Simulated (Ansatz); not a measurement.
How much do the gradients of MgMn2V4O12 depend on the method?

Cell: a Materials Project structure (computed, not necessarily an observed phase), taken as it stands.

```yaml
crystal:
  lattice:
    - [5.78555, 0.00000, 0.00000]
    - [2.24496, 6.75911, 0.00000]
    - [2.24598, 0.56968, 6.73902]
  atoms:
    - { symbol: Mg, position: [0.74981, 0.73830, 0.26211] }
    - { symbol: Mn, position: [0.75007, 0.09265, 0.90740] }
    - { symbol: Mn, position: [0.25007, 0.91560, 0.08490] }
    - { symbol: V, position: [0.80016, 0.60557, 0.80982] }
    - { symbol: V, position: [0.30540, 0.79468, 0.61673] }
    - { symbol: V, position: [0.69994, 0.19207, 0.39367] }
    - { symbol: V, position: [0.19478, 0.38435, 0.20459] }
    - { symbol: O, position: [0.66245, 0.79425, 0.99108] }
    - { symbol: O, position: [0.75894, 0.38032, 0.90698] }
    - { symbol: O, position: [0.16967, 0.96491, 0.79309] }
    - { symbol: O, position: [0.63742, 0.68716, 0.59867] }
    - { symbol: O, position: [0.74042, 0.09713, 0.61937] }
    - { symbol: O, position: [0.13108, 0.62078, 0.67877] }
    - { symbol: O, position: [0.86208, 0.40393, 0.31169] }
    - { symbol: O, position: [0.34150, 0.88001, 0.36882] }
    - { symbol: O, position: [0.36849, 0.32223, 0.37874] }
    - { symbol: O, position: [0.83793, 0.00909, 0.20674] }
    - { symbol: O, position: [0.15982, 0.63200, 0.11879] }
    - { symbol: O, position: [0.32996, 0.20717, 0.03510] }
```

Atom numbers follow the list; atoms alike are taken as one site, whose name carries the number of the first.

First run. All values are calculated (Ansatz; DFT, PBE, plane waves and PAW, scalar-relativistic, collinear spin, 420 eV cutoff, Γ-centred 4×4×4 k-points, Fermi–Dirac smearing 0.02 eV), not measured. Start moments as typed (μB): 0 -4 4 -1 1 -1 1 0 0 0 0 0 0 0 0 0 0 0 0 by atom.

```tsv
site	atom	V_zz (10²¹ V/m²)	η	m (μB)
Mg	1	0.44	0.95	0.00
Mn3	3	-2.17	0.18	4.03
V4	4	3.93	0.25	-0.63
V5	5	5.27	0.48	-0.10
V6	6	3.92	0.27	-0.63
V7	7	5.34	0.48	-0.10
O8	8	-2.52	0.52	0.00
O9	9	2.52	0.97	0.03
O10	10	-3.32	0.32	0.00
O12	12	-2.52	1.00	0.03
O13	13	3.23	0.28	0.02
O16	16	3.23	0.29	0.02
O17	17	-2.52	0.49	0.00
O19	19	-3.32	0.34	0.00
```

Second run. The same atoms and settings, except that a Hubbard term is added (U = 3.9 eV on Mn d, U = 2.1 eV on V d).

(1) Given the first result, estimate the second.

Results:

(1) 

| site | atom | V_zz | η | change of V_zz | m (μB) |
| --- | --- | --- | --- | --- | --- |
| Mg | 1 | -0.45 | 0.64 | – | 0.00 |
| Mn3 | 3 | -2.50 | 0.07 | -0.33 | 4.22 |
| V4 | 4 | 4.96 | 0.41 | +1.03 | -0.71 |
| V5 | 5 | 5.75 | 0.62 | +0.48 | -0.05 |
| V6 | 6 | 4.93 | 0.44 | +1.01 | -0.71 |
| V7 | 7 | 5.82 | 0.62 | +0.48 | -0.05 |
| O8 | 8 | -2.29 | 0.66 | +0.23 | 0.01 |
| O9 | 9 | -2.57 | 0.73 | – | 0.06 |
| O10 | 10 | -3.12 | 0.55 | +0.20 | 0.00 |
| O12 | 12 | -2.60 | 0.71 | -0.08 | 0.06 |
| O13 | 13 | 3.48 | 0.42 | +0.25 | 0.02 |
| O16 | 16 | 3.48 | 0.43 | +0.25 | 0.02 |
| O17 | 17 | -2.29 | 0.63 | +0.23 | 0.01 |
| O19 | 19 | -3.12 | 0.56 | +0.20 | 0.00 |

The largest change of V_zz along a kept axis is on V4, from 3.93 to 4.96. In per cent, |V_zz| changes by +15 on Mn, +9 to +26 on V, -9 to +8 on O (all sites that start above 2, bar those whose gradient vanishes or changes sign or whose main axis turns by over 40°). Where |V_zz| stays above 0.1 and the axes keep their order, η moves most on O12, from 1.00 to 0.71. On O9, Mg the largest principal value lies along another axis in the second run, so the two V_zz can't be compared directly. The table leaves out 5 of the 19 sites, with |V_zz| up to 3.75; their tensors move by 0.41 at most along any direction. The statements above cover all sites. The absolute magnetisation of the cell goes from 11.6 to 12.2 μB. The first run finds no gap above 0.1 eV, the second does.

The magnetic order is the one that the run reached from its start moments, not necessarily the measured one.
For the first run: At this cell the PBE pressure is -6 GPa, so with PBE the cell would shrink if it were relaxed. The entry's cell may itself be off. The largest force is 0.8 eV/Å, so the atoms aren't at the calculated equilibrium and relaxing them would move these values. The run finds no gap above 0.1 eV (a metal, or nearly one), so the gradients can move by 10 % or more with the k-mesh. Semilocal functionals can leave a metal where correlation in the d or f shell opens a gap in the real compound, and that would change the values at and beside Mn and V. The run lost part of its start moments, as the program notes; a state with other moments may lie lower.
For the second run: The largest force is 1.1 eV/Å, so the atoms aren't at the calculated equilibrium and relaxing them would move these values. With a gap of 0.9 eV on this mesh, small gradients can still move by 0.1 × 10²¹ V/m² or more as the k-mesh gets denser.
